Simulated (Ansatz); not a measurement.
Slab of rocksalt HfN (100), 4 layers

The slab is cut from the rocksalt crystal, which needn't be the stable phase, as relaxed on PAW files (11.76 Å³/atom), with 16 Å of vacuum and a dipole correction:

```yaml
crystal:
  lattice:
    - [3.21598, 0.00000, 0.00000]
    - [0.00000, 3.21598, 0.00000]
    - [0.00000, 0.00000, 22.82210]
  atoms:
    - { symbol: Hf, position: [0.00000, 0.00000, 0.35054] }
    - { symbol: N, position: [0.50000, 0.50000, 0.35054] }
    - { symbol: Hf, position: [0.50000, 0.50000, 0.45018] }
    - { symbol: N, position: [0.00000, 0.00000, 0.45018] }
    - { symbol: Hf, position: [0.00000, 0.00000, 0.54982] }
    - { symbol: N, position: [0.50000, 0.50000, 0.54982] }
    - { symbol: Hf, position: [0.50000, 0.50000, 0.64946] }
    - { symbol: N, position: [0.00000, 0.00000, 0.64946] }
```

Level of theory: DFT with PBE, scalar-relativistic, in Ansatz 0.2.0; a Γ-centred 11×11×1 k mesh, Fermi–Dirac smearing of 0.08 eV, no spin polarisation. LAPW: all electrons, basis error target 1 meV/atom; PAW: frozen-core files, cutoff 420 eV.

The bulk energy comes from a cell in the slab's orientation on a 11×11×8 mesh. The surface energy is (E(slab) − N·E(bulk))/2A at zero smearing, the mean of both faces; thin slabs carry quantum-size effects.

Spin–orbit coupling is left out, which matters for the heavy atoms. The program warned of electron density in the middle of the vacuum in some runs, so work functions there carry some error.

Q: As cut, the LAPW slab lies 2.189 eV above 8 atoms of bulk. What surface energy is that?

A: Over two faces of 10.34 Å² it is 105.8 meV/Å², and times 16.02 J/m² per eV/Å² that gives γ = 1.696 J/m².

Q: What do relaxation and the other method give, and what work function comes out?

A: 

```csv
method,γ as cut (J/m²),γ relaxed (J/m²),Φ as cut (eV),Φ relaxed (eV)
LAPW,1.696,1.494,2.87,2.32
PAW,1.698,1.496,2.87,2.32
```

Q: How do the spacings between the planes relax (positions relaxed on PAW files)?

A: From the bottom face up: d12 -1.5 % of 2.274 Å, d23 0.0 % of 2.274 Å, d34 -1.5 % of 2.274 Å. The outer plane rumples by 0.154 Å.

Q: What changes if the images along the normal are cut off in place of the dipole correction?

A: LAPW then gives: no gap, work function 2.32 eV; PAW: no gap, work function 2.32 eV.

Q: A core hole in the 4f shell of Hf is made on one Hf atom of each kind in every 1×1 cell (PAW hole dataset, neutral cell, valence without spin). What does it cost by layer?

A: layer 1 16.66 eV, layer 2 16.38 eV. Shifts between layers mean more than the absolute values, and a whole layer of holes screens otherwise than one hole.
